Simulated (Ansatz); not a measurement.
Ansatz input file:

```yaml
crystal:
  lattice:
    - [3.4724061162, 0.0, 0.0]
    - [-1.7362030581, 3.0071919089, 0.0]
    - [0.0, 0.0, 8.5882017721]
  atoms:
    - { symbol: Pb, position: [0.0, 0.0, 0.0] }
    - { symbol: Pb, position: [0.3333333333, 0.6666666667, 0.3333333333] }
    - { symbol: Pb, position: [0.6666666667, 0.3333333333, 0.6666666667] }
basis:
  ecutwfc: 420
kpoints:
  mp_grid: { grid: [15, 15, 6] }
hamiltonian:
  xc: pbesol
scf:
  occupations: { method: gaussian, width: 0.1 }
output:
  forces: true
  stress: true
  eigenvalues: true
  populations: true
  write_density: true
  write_potential: true
  elf: true
  volumetric_format: npy
relax:
  adjacent_minimum: "off"
  f_tol: 0.01
  max_steps: 45
  cell: { stress_tol: 0.05 }
```

Launched with
```bash
ansatz run input.yaml --threads 1 --pin off --max-ram 2560MiB --backend cpu --events-out ev --progress --plain --runs-dir out
```

The calculation used DFT PBEsol, scalar-relativistic, plane waves, PAW in Ansatz 0.2.0.

Part of what the program printed, abridged (iterations and final results):

```
SCF iter   1: F=—  HF=-35264.834516 eV  |F-HF|=—  |Δ(HF+E_count)|=         —  Δρ=1.96e-3  dr2=2.78e-3  ethr=1.77e-3  ⟨swp⟩=6.5  Hψ=18374  notcnv=0
SCF iter   2: F=—  HF=-35264.831970 eV  |F-HF|=—  |Δ(HF+E_count)|=   2.55e-3  Δρ=1.18e-3  dr2=1.06e-3  ethr=6.63e-6  ⟨swp⟩=2.4  Hψ=7772  notcnv=0
SCF iter   3: F=—  HF=-35264.831555 eV  |F-HF|=—  |Δ(HF+E_count)|=   4.14e-4  Δρ=3.69e-4  dr2=6.73e-5  ethr=2.53e-6  ⟨swp⟩=2.0  Hψ=6739  notcnv=0
SCF iter   4: F=—  HF=-35264.831546 eV  |F-HF|=—  |Δ(HF+E_count)|=   9.85e-6  Δρ=1.98e-4  dr2=3.00e-5  ethr=1.60e-7  ⟨swp⟩=2.0  Hψ=6753  notcnv=0
SCF iter   5: F=—  HF=-35264.831534 eV  |F-HF|=—  |Δ(HF+E_count)|=   1.11e-5  Δρ=8.82e-5  dr2=5.92e-6  ethr=7.14e-8  ⟨swp⟩=2.4  Hψ=6449  notcnv=0
SCF iter   6: F=—  HF=-35264.831532 eV  |F-HF|=—  |Δ(HF+E_count)|=   2.38e-6  Δρ=1.85e-5  dr2=2.59e-7  ethr=1.41e-8  ⟨swp⟩=2.0  Hψ=5880  notcnv=0
SCF iter   7: F=-35264.831532 eV  HF=-35264.831532 eV  |F-HF|=8.80e-10  |Δ(HF+E_count)|=   9.27e-8  Δρ=1.75e-6  dr2=1.51e-9  ethr=2.38e-10  ⟨swp⟩=11.1  Hψ=28783  notcnv=0
SCF 1 converged in 7 iterations: F = -35264.831532 eV  dr2 = 1.51e-9
relax step   1: F+E_penalty+E_count = -35264.83153202 eV  Δ(F+E_penalty+E_count) = +0.000e0 eV  max|allowed force component| = 2.984e-28 eV/Å  Δτ_max = 0.0000 Å  P = +0.129 GPa  Ω = 89.680 Å³  (7 SCF iters, dr2 threshold 1.00e-7 eV, accepted)
Crystal: 3 atoms, lattice volume = 89.976 Å³
Basis set: ecut = 420 eV, 1739 PW (Γ), exchange–correlation on 48×48×120 points (8 copies of the dense FFT grid, shifted against one another)
Initial density: handed on by an earlier stage of this run
Initial wavefunctions: those handed on with the density
SCF iter   1: F=—  HF=-35264.833837 eV  |F-HF|=—  |Δ(HF+E_count)|=         —  Δρ=1.09e-4  dr2=1.49e-5  ethr=9.28e-8  ⟨swp⟩=3.2  Hψ=24158  notcnv=0
SCF iter   2: F=—  HF=-35264.833829 eV  |F-HF|=—  |Δ(HF+E_count)|=   8.08e-6  Δρ=7.24e-5  dr2=7.02e-6  ethr=3.55e-8  ⟨swp⟩=1.0  Hψ=3797  notcnv=0
SCF iter   3: F=-35264.833827 eV  HF=-35264.833827 eV  |F-HF|=1.52e-8  |Δ(HF+E_count)|=   1.66e-6  Δρ=1.04e-5  dr2=1.06e-7  ethr=7.14e-10  ⟨swp⟩=8.2  Hψ=29629  notcnv=0
SCF 2 converged in 3 iterations: F = -35264.833827 eV  dr2 = 1.06e-7
relax step   2: F+E_penalty+E_count = -35264.83382745 eV  Δ(F+E_penalty+E_count) = -2.295e-3 eV  max|allowed force component| = 1.910e-28 eV/Å  Δτ_max = 0.0000 Å  P = -0.058 GPa  Ω = 89.976 Å³  energy of the carried Pulay correction = -3.649e-5 eV  (3 SCF iters, dr2 threshold 3.00e-7 eV, accepted)
Crystal: 3 atoms, lattice volume = 88.662 Å³
Basis set: ecut = 420 eV, 1725 PW (Γ), exchange–correlation on 48×48×120 points (8 copies of the dense FFT grid, shifted against one another)
SCF iter   1: F=—  HF=-35264.816342 eV  |F-HF|=—  |Δ(HF+E_count)|=         —  Δρ=1.03e-3  dr2=1.46e-3  ethr=3.13e-6  ⟨swp⟩=2.2  Hψ=25401  notcnv=0
SCF iter   2: F=—  HF=-35264.816104 eV  |F-HF|=—  |Δ(HF+E_count)|=   2.38e-4  Δρ=7.04e-4  dr2=7.01e-4  ethr=3.13e-6  ⟨swp⟩=1.0  Hψ=3796  notcnv=0
SCF iter   3: F=—  HF=-35264.815879 eV  |F-HF|=—  |Δ(HF+E_count)|=   2.26e-4  Δρ=8.57e-5  dr2=8.16e-6  ethr=1.67e-6  ⟨swp⟩=2.2  Hψ=4718  notcnv=0
SCF iter   4: F=—  HF=-35264.815882 eV  |F-HF|=—  |Δ(HF+E_count)|=   3.68e-6  Δρ=2.91e-5  dr2=4.51e-7  ethr=1.94e-8  ⟨swp⟩=2.8  Hψ=6739  notcnv=0
SCF iter   5: F=-35264.815883 eV  HF=-35264.815883 eV  |F-HF|=3.17e-9  |Δ(HF+E_count)|=   2.46e-7  Δρ=3.54e-6  dr2=9.15e-9  ethr=7.14e-10  ⟨swp⟩=9.9  Hψ=27462  notcnv=0
SCF 3 converged in 5 iterations: F = -35264.815883 eV  dr2 = 9.15e-9
relax step   3: F+E_penalty+E_count = -35264.81588270 eV  Δ(F+E_penalty+E_count) = +1.794e-2 eV  max|allowed force component| = 3.170e-29 eV/Å  Δτ_max = 0.0000 Å  P = +0.812 GPa  Ω = 88.662 Å³  energy of the carried Pulay correction = +1.283e-4 eV  (5 SCF iters, dr2 threshold 3.00e-7 eV, rejected (line search))
Crystal: 3 atoms, lattice volume = 89.900 Å³
Basis set: ecut = 420 eV, 1763 PW (Γ), exchange–correlation on 48×48×120 points (8 copies of the dense FFT grid, shifted against one another)
SCF iter   1: F=—  HF=-35264.836600 eV  |F-HF|=—  |Δ(HF+E_count)|=         —  Δρ=8.42e-4  dr2=1.02e-3  ethr=1.85e-6  ⟨swp⟩=2.7  Hψ=25136  notcnv=0
SCF iter   2: F=—  HF=-35264.836421 eV  |F-HF|=—  |Δ(HF+E_count)|=   1.79e-4  Δρ=5.63e-4  dr2=4.75e-4  ethr=1.85e-6  ⟨swp⟩=1.0  Hψ=3799  notcnv=0
SCF iter   3: F=—  HF=-35264.836258 eV  |F-HF|=—  |Δ(HF+E_count)|=   1.63e-4  Δρ=6.88e-5  dr2=5.28e-6  ethr=1.13e-6  ⟨swp⟩=2.0  Hψ=4978  notcnv=0
SCF iter   4: F=—  HF=-35264.836258 eV  |F-HF|=—  |Δ(HF+E_count)|=   1.50e-7  Δρ=2.13e-5  dr2=2.21e-7  ethr=1.26e-8  ⟨swp⟩=2.3  Hψ=6573  notcnv=0
SCF iter   5: F=—  HF=-35264.836257 eV  |F-HF|=—  |Δ(HF+E_count)|=   1.03e-6  Δρ=2.82e-6  dr2=5.40e-9  ethr=5.27e-10  ⟨swp⟩=2.0  Hψ=4630  notcnv=0
SCF iter   6: F=—  HF=-35264.836257 eV  |F-HF|=—  |Δ(HF+E_count)|=   3.57e-9  Δρ=6.59e-7  dr2=3.13e-10  ethr=1.29e-11  ⟨swp⟩=2.0  Hψ=4869  notcnv=0
SCF iter   7: F=-35264.836257 eV  HF=-35264.836257 eV  |F-HF|=0.00e0  |Δ(HF+E_count)|=  8.00e-11  Δρ=1.07e-7  dr2=1.08e-11  ethr=1.00e-12  ⟨swp⟩=6.9  Hψ=20618  notcnv=0
SCF 4 converged in 7 iterations: F = -35264.836257 eV  dr2 = 1.08e-11
relax step   4: F+E_penalty+E_count = -35264.83625730 eV  Δ(F+E_penalty+E_count) = -2.430e-3 eV  max|allowed force component| = 1.034e-28 eV/Å  Δτ_max = 0.0000 Å  P = -0.026 GPa  Ω = 89.900 Å³  energy of the carried Pulay correction = -2.696e-5 eV  (7 SCF iters, accepted)
Crystal: 3 atoms, lattice volume = 89.847 Å³
SCF iter   1: F=—  HF=-35264.836348 eV  |F-HF|=—  |Δ(HF+E_count)|=         —  Δρ=7.23e-5  dr2=7.72e-6  ethr=4.68e-8  ⟨swp⟩=3.0  Hψ=23714  notcnv=0
SCF iter   2: F=—  HF=-35264.836342 eV  |F-HF|=—  |Δ(HF+E_count)|=   5.65e-6  Δρ=4.95e-5  dr2=3.73e-6  ethr=1.84e-8  ⟨swp⟩=1.0  Hψ=3799  notcnv=0
SCF iter   3: F=-35264.836341 eV  HF=-35264.836341 eV  |F-HF|=1.10e-8  |Δ(HF+E_count)|=   1.24e-6  Δρ=5.32e-6  dr2=1.67e-8  ethr=9.71e-11  ⟨swp⟩=8.3  Hψ=28139  notcnv=0
SCF 5 converged in 3 iterations: F = -35264.836341 eV  dr2 = 1.67e-8
relax step   5: F+E_penalty+E_count = -35264.83634110 eV  Δ(F+E_penalty+E_count) = -8.380e-5 eV  max|allowed force component| = 2.571e-28 eV/Å  Δτ_max = 0.0000 Å  P = +0.007 GPa  Ω = 89.847 Å³  energy of the carried Pulay correction = -2.038e-5 eV  (3 SCF iters, dr2 threshold 4.08e-8 eV, accepted)
Initial wavefunctions: pseudopotential atomic-orbital guess (no wavefunctions were taken with the density)
SCF iter   1: F=—  HF=-35264.836371 eV  |F-HF|=—  |Δ(HF+E_count)|=         —  Δρ=2.53e-5  dr2=8.59e-8  ethr=1.34e-7  ⟨swp⟩=3.2  Hψ=29217  notcnv=0
SCF iter   2: F=—  HF=-35264.836368 eV  |F-HF|=—  |Δ(HF+E_count)|=   3.06e-6  Δρ=1.35e-5  dr2=2.80e-8  ethr=2.05e-10  ⟨swp⟩=2.3  Hψ=6080  notcnv=0
SCF iter   3: F=—  HF=-35264.836368 eV  |F-HF|=—  |Δ(HF+E_count)|=   5.05e-8  Δρ=8.16e-7  dr2=5.26e-10  ethr=6.66e-11  ⟨swp⟩=2.6  Hψ=6619  notcnv=0
SCF iter   4: F=—  HF=-35264.836368 eV  |F-HF|=—  |Δ(HF+E_count)|=  1.31e-10  Δρ=2.08e-7  dr2=3.30e-11  ethr=1.25e-12  ⟨swp⟩=2.8  Hψ=6742  notcnv=0
SCF iter   5: F=-35264.836368 eV  HF=-35264.836368 eV  |F-HF|=1.46e-11  |Δ(HF+E_count)|=    0.00e0  Δρ=5.86e-8  dr2=2.89e-12  ethr=1.00e-12  ⟨swp⟩=6.9  Hψ=19967  notcnv=0
SCF 6 converged in 5 iterations: F = -35264.836368 eV  dr2 = 2.89e-12
SCF converged after 5 iterations
Free energy (F): -35264.836368 eV
Harris-Foulkes:  -35264.836368 eV  (|F-HF|=1.46e-11)
Internal energy: -35264.829772 eV  (E = F + TS)
E sigma→0 (E₀):  -35264.833070 eV
Entropy (-TS):   -0.006596 eV (-2.199 meV/atom)
Fermi energy:    11.010511 eV
--- Per-component energies (eV) ---
  E_band       = -108.399751
  E_kinetic    = 867.875971
  E_local      = -3026.153815  (includes V_loc(G=0)·N_el)
  E_nonlocal   = 1054.952928
  E_hartree    = 1199.995774
  E_xc         = -657.516150
  E_vxc        = -398.880795  (∫ρ·V_xc dr)
  E_paw        = -30766.946794  (= ΣΔE_a)
  E_vpaw       = -1006.185759  (= ΣTr[D̂ρ^β])
  E_aug_tail   = 0.000144  (compensation charges beyond the density's cutoff)
  E_ewald      = -3937.224179
  E_core_change = 0.186350  (= ΣΔE_core)
  E_smearing   = -0.006596  (= −TS)
--- Forces (eV/Å), atoms counted from 1 ---
  atom   1  Pb     0.00000000     0.00000000     0.00000000
  atom   2  Pb     0.00000000     0.00000000     0.00000000
  atom   3  Pb     0.00000000     0.00000000     0.00000000
--- Stress (GPa, compression-positive) ---
       -0.011059       0.000000       0.000000
        0.000000      -0.011059       0.000000
        0.000000       0.000000       0.041809
  P = ⅓ Tr σ = 0.0066 GPa (0.066 kbar)
--- Band table (eV; the first three rows and the last of 146) ---
  k-point 0: bands = ["-6.0624", "-6.0624", "-6.0519", "-6.0519", "-6.0348", "-6.0124", "-6.0124", "-6.0124", "-6.0124", "-5.8974", "-5.8974", "-5.8147", "-5.8147", "-5.8147", "-5.8147", "-0.8763", "1.3241", "1.3241", "9.5743", "9.5743", "16.8029", "16.8029", "16.8029", "16.8029", "18.3414", "18.3414"]
  k-point 1: bands = ["-6.0706", "-6.0535", "-6.0460", "-6.0460", "-6.0352", "-6.0218", "-6.0218", "-6.0036", "-6.0036", "-5.8986", "-5.8986", "-5.8508", "-5.8508", "-5.7826", "-5.7826", "-0.8143", "0.6702", "2.0378", "8.2112", "11.1274", "16.5848", "16.5848", "17.0842", "17.0842", "17.9849", "18.2596"]
  k-point 2: bands = ["-6.0764", "-6.0456", "-6.0366", "-6.0302", "-6.0302", "-6.0285", "-6.0285", "-6.0014", "-6.0014", "-5.9006", "-5.9006", "-5.8817", "-5.8817", "-5.7609", "-5.7609", "-0.6279", "0.1178", "2.6943", "7.1626", "12.8146", "16.3846", "16.4468", "16.4468", "17.4059", "17.4059", "18.0400"]
  k-point 145: bands = ["-6.0570", "-6.0570", "-6.0570", "-6.0137", "-6.0137", "-6.0137", "-5.9110", "-5.9110", "-5.9110", "-5.8656", "-5.8656", "-5.8656", "-5.7527", "-5.7527", "-5.7527", "3.7762", "3.7762", "3.7762", "8.2482", "8.2482", "8.2482", "11.0570", "11.0570", "11.0570", "13.0048", "13.0048"]
--- Relaxed structure (5 steps of the walk, 4 accepted, 1 SCFs on fresh bases) ---
  F+E_penalty+E_count = -35264.83636828 eV   max|allowed force component| = 1.011e-28 eV/Å   (the final SCF, on the basis selected at the relaxed cell)
  cell:  # Å, volume = 89.8474 Å³
    - [3.50765038, 0.0, 0.0]
    - [-1.75382519, 3.03771434, 0.0]
    - [0.0, 0.0, 8.43222231]
  atoms:
    - { symbol: Pb, position: [0.0, 0.0, 0.0] }
    - { symbol: Pb, position: [0.33333333, 0.66666666, 0.33333333] }
    - { symbol: Pb, position: [0.66666666, 0.33333333, 0.66666666] }
--- Löwdin populations: 3 sites ---
  site symbol q [e]
     0     Pb     13.9602
     1     Pb     13.9602
     2     Pb     13.9602
  spilling = 0.002846 (of n_electrons = 42.000000)
```

The relaxation met its thresholds.

Time: 2.4 min on 1 thread of Intel(R) Xeon(R) Platinum 8259CL CPU @ 2.50GHz (Skylake/Cascade Lake) (shared host), peak memory 0.67 GiB.

Spin–orbit coupling is left out, which can shift energies with elements as heavy as these.